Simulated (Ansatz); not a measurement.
Structures of SrTa: which is lowest?

Plane-wave DFT in Ansatz with scalar-relativistic PAW potentials, cutoff 420 eV, Γ-centred meshes chosen by cell and gap, Gaussian smearing with energies taken to zero width. Every cell was relaxed (cell and atoms) in a run of its own, within the symmetry of its start. Functional: PBE.

Relaxed structures (starts from databases or built by putting these elements on another compound's sites):
A. P4/mmm, 2 atoms in the computed cell, a = 3.012 Å, c = 5.635 Å; sites (symmetry × multiplicity) Sr 4/mmm × 1, Ta 4/mmm × 1; start: built
B. Pm-3m, 2 atoms in the computed cell, a = 3.810 Å; sites (symmetry × multiplicity) Sr m-3m × 1, Ta m-3m × 1; start: built

Problem. Rank them by energy. Could pressure change the order?

Solution.
| structure | group | E − E(lowest) (meV/atom) | V (Å³/atom) | gap on mesh (eV) |
| --- | --- | --- | --- | --- |
| A | P4/mmm | 0.0 | 25.56 | 0.00 |
| B | Pm-3m | 525 | 27.66 | 0.00 |

A is lowest, 525 meV/atom under B. The lowest is also the densest of these, so pressure wouldn't bring one of the others in at first order. Other structures may lie lower than all of these, and vibrations aren't counted.

Spin-orbit coupling is left out, which matters for the bands of heavy elements.